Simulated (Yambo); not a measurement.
Consider the following.

```
CELL_PARAMETERS angstrom
      0.00000     1.94066     1.94066
      1.94066     0.00000     1.94066
      1.94066     1.94066     0.00000
ATOMIC_POSITIONS crystal
  Li 0.00000 0.00000 0.00000
  F  0.50000 0.50000 0.50000
```

Workflow: PBEsol (Quantum ESPRESSO, PseudoDojo norm-conserving, 84 Ry, scalar-relativistic), then G0W0 in Yambo (8×8×8 Γ-centred k mesh, 65 bands and a 14 Ry block in the screening, 65 bands in G with the Bruneval-Gonze terminator, plasmon pole fitted at 27.2 eV).

Task: Give the PBEsol and G0W0 gaps between the band edges found on this mesh, and say where the edges lie.

Result: Edges: Γ → Γ. PBEsol: 10.00 eV; G0W0: 14.76 eV. Convergence of the G0W0 settings was not tested. 

Geometry strained from the cell relaxed with PBEsol, atoms relaxed again.
